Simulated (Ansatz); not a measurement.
SiO$_{2}$ (rutile)

```xyz
12
Lattice="8.3704 0.0000 0.0000 0.0000 4.1852 0.0000 0.0000 0.0000 2.6688" Properties=species:S:1:pos:R:3 pbc="T T T"
Si     2.0926     2.0926     1.3344
Si     6.2778     2.0926     1.3344
Si     0.0000     0.0000     0.0000
Si     4.1852     0.0000     0.0000
O      3.3737     3.3737     1.3344
O      7.5589     3.3737     1.3344
O      1.2811     2.9041     0.0000
O      5.4663     2.9041     0.0000
O      2.9041     1.2811     0.0000
O      7.0893     1.2811     0.0000
O      0.8115     0.8115     1.3344
O      4.9967     0.8115     1.3344
```

A phonon eigenvector at X = (0.5, 0.0, 0.0) is frozen into this cell: atom i moves by Q times the vector below, so Q is the largest atomic displacement, in Å. The cell is held. It is one choice among 2 degenerate patterns. (q is in reciprocal vectors of the primitive cell; the cell shown is doubled to hold the pattern.)

```csv
atom,x,y,z
Si1,0.000,0.000,-0.435
Si2,0.000,0.000,0.435
Si3,0.000,0.000,0.047
Si4,0.000,0.000,-0.047
O5,0.000,0.000,1.000
O6,0.000,0.000,-1.000
O7,0.000,0.000,-0.010
O8,0.000,0.000,0.010
O9,0.000,0.000,0.206
O10,0.000,0.000,-0.206
O11,0.000,0.000,0.979
O12,0.000,0.000,-0.979
```

The numbers are results of r2SCAN (plane waves to 500 eV, PAW, scalar-relativistic; Ansatz, a program for electronic structure), not measurements. k mesh 4×8×12 (Γ-centred), Fermi-Dirac smearing 0.05 eV. Energies are smeared free energies. SiO2 was relaxed with its symmetry unable to fall. ΔE is measured from the undisplaced structure.

```tsv
Q (Å)	ΔE (meV/cell)
-0.180	1576
-0.150	1094
-0.120	withheld
-0.090	393
-0.060	175
-0.030	44
0.000	0
0.030	44
0.060	175
0.090	393
0.120	withheld
0.150	1094
0.180	1576
```

**Question.** Fit an even polynomial form (powers 2, 4) to the given rows and predict ΔE at Q = -0.120.

**Answer.** Least squares on the 11 given rows: ΔE = (48540)·Q² + (3185)·Q⁴, in meV/cell with Q in Å; root-mean-square residual 0.3 meV/cell. At -0.120 the fit gives 700 meV/cell; the calculation gives 700 meV/cell, the same to the digits shown. The quadratic term alone would give 699 meV/cell.

(A displaced cell: forces are minus the slopes of the energy, force constants its curvatures, and phonons follow from these.)
